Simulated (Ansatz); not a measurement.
ZrGeS (space group P4/nmm)

```yaml
crystal:
  lattice:
    - [3.57543, 0.00000, 0.00000]
    - [0.00000, 3.57543, 0.00000]
    - [0.00000, 0.00000, 7.93433]
  atoms:
    - { symbol: Zr, position: [0.00000, 0.50000, 0.72348] }
    - { symbol: Zr, position: [0.50000, 0.00000, 0.27652] }
    - { symbol: Ge, position: [0.50000, 0.50000, 0.00000] }
    - { symbol: Ge, position: [0.00000, 0.00000, 0.00000] }
    - { symbol: S, position: [0.00000, 0.50000, 0.37984] }
    - { symbol: S, position: [0.50000, 0.00000, 0.62016] }
```

The slice is a (001) plane (indices of the conventional cell) through the point (0.000, 0.500, 0.380) (fractional), spanned by u = [100] and v = [010] in vectors of this cell: u (3.58 Å) and v (3.58 Å, at 90° to u). It covers one period; positions are fractions (u, v).

Method: LDA (plane waves to 420 eV, PAW, scalar-relativistic; Ansatz, a first-principles code). k mesh 13×13×6. Inside the PAW spheres the values are not all-electron values, and peaks at nuclei hang on which shells count as valence. ZrGeS is run without spin polarisation. ZrGeS was relaxed with its symmetry unable to fall.

Three fields on this plane, each scaled to ten steps between its own extremes (0 low, 9 high; the total valence density on a logarithmic scale, the potential cut 8 eV below its top; x marks points blanked near nuclei; v = 0 in the bottom row):

Map A
```
|xxxxxxxxx997531101135799xxxxxxxx|
|xxxxxxxxx987531000135789xxxxxxxx|
|xxxxxxxxx986421000124689xxxxxxxx|
|xxxxxxxxx975320000023579xxxxxxxx|
|xxxxxxxx98642100000124689xxxxxxx|
|xxxxxxx9875310000000135789xxxxxx|
|xxxxxx997531000000000135799xxxxx|
|xxxxx98753210000000001235789xxxx|
|99999875321000011100001235789999|
|99887653210011122211100123567889|
|777654311001123xxx32110011345677|
|5554321000112xxxxxxx211000123455|
|333221000012xxxxxxxxx21000012233|
|111100000013xxxxxxxxx31000000111|
|11000000012xxxxxxxxxxx2100000001|
|00000000012xxxxxxxxxxx2100000000|
|11000000012xxxxxxxxxxx2100000001|
|111100000013xxxxxxxxx31000000111|
|333221000012xxxxxxxxx21000012233|
|5554321000112xxxxxxx211000123455|
|777654311001123xxx32110011345677|
|99887653210011122211100123567889|
|99999875321000011100001235789999|
|xxxxx98753210000000001235789xxxx|
|xxxxxx997531000000000135799xxxxx|
|xxxxxxx9875310000000135789xxxxxx|
|xxxxxxxx98642100000124689xxxxxxx|
|xxxxxxxxx975320000023579xxxxxxxx|
|xxxxxxxxx986421000124689xxxxxxxx|
|xxxxxxxxx987531000135789xxxxxxxx|
|xxxxxxxxx997531101135799xxxxxxxx|
|xxxxxxxxx997531101135799xxxxxxxx|
```

Map B
```
|xxxxxxxxx257899999998752xxxxxxxx|
|xxxxxxxxx357899999998753xxxxxxxx|
|xxxxxxxxx367888888888763xxxxxxxx|
|xxxxxxxxx467788888887764xxxxxxxx|
|xxxxxxxx35677777677777653xxxxxxx|
|xxxxxxx2456666555556666542xxxxxx|
|xxxxxx235555444333444555532xxxxx|
|xxxxx34555443211111234455543xxxx|
|22334555543210000000123455554332|
|55566665432000000000002345666655|
|777777654200000xxx00000245677777|
|8888776431000xxxxxxx000134677888|
|999887642000xxxxxxxxx00024678899|
|999887541000xxxxxxxxx00014578899|
|99988753100xxxxxxxxxxx0013578899|
|99988653100xxxxxxxxxxx0013568899|
|99988753100xxxxxxxxxxx0013578899|
|999887541000xxxxxxxxx00014578899|
|999887642000xxxxxxxxx00024678899|
|8888776431000xxxxxxx000134677888|
|777777654200000xxx00000245677777|
|55566665432000000000002345666655|
|22334555543210000000123455554332|
|xxxxx34555443211111234455543xxxx|
|xxxxxx235555444333444555532xxxxx|
|xxxxxxx2456666555556666542xxxxxx|
|xxxxxxxx35677777677777653xxxxxxx|
|xxxxxxxxx467788888887764xxxxxxxx|
|xxxxxxxxx367888888888763xxxxxxxx|
|xxxxxxxxx357899999998753xxxxxxxx|
|xxxxxxxxx257899999998752xxxxxxxx|
|xxxxxxxxx257899999998752xxxxxxxx|
```

Map C
```
|xxxxxxxxx975421000124579xxxxxxxx|
|xxxxxxxxx975321000123579xxxxxxxx|
|xxxxxxxxx975321000123579xxxxxxxx|
|xxxxxxxxx865321000123568xxxxxxxx|
|xxxxxxxx97643210001234679xxxxxxx|
|xxxxxxx9875432211122345789xxxxxx|
|xxxxxx987654332222233456789xxxxx|
|xxxxx98765544444444444556789xxxx|
|99998776555455566655545556778999|
|77776655555567788877655555566777|
|555554444456789xxx98765444445555|
|4433333345679xxxxxxx976543333334|
|222222234578xxxxxxxxx87543222222|
|111111224579xxxxxxxxx97542211111|
|00000012468xxxxxxxxxxx8642100000|
|00000012468xxxxxxxxxxx8642100000|
|00000012468xxxxxxxxxxx8642100000|
|111111224579xxxxxxxxx97542211111|
|222222234578xxxxxxxxx87543222222|
|4433333345679xxxxxxx976543333334|
|555554444456789xxx98765444445555|
|77776655555567788877655555566777|
|99998776555455566655545556778999|
|xxxxx98765544444444444556789xxxx|
|xxxxxx987654332222233456789xxxxx|
|xxxxxxx9875432211122345789xxxxxx|
|xxxxxxxx97643210001234679xxxxxxx|
|xxxxxxxxx865321000123568xxxxxxxx|
|xxxxxxxxx975321000123579xxxxxxxx|
|xxxxxxxxx975321000123579xxxxxxxx|
|xxxxxxxxx975421000124579xxxxxxxx|
|xxxxxxxxx975421000124579xxxxxxxx|
```

### Question
Assign the maps to these fields: electron localisation function (ELF); valence electron density; electrostatic potential energy of an electron, from the cell's mean.

### Answer
A is the electron localisation function (ELF); B is the electrostatic potential energy of an electron, from the cell's mean; C is the valence electron density.
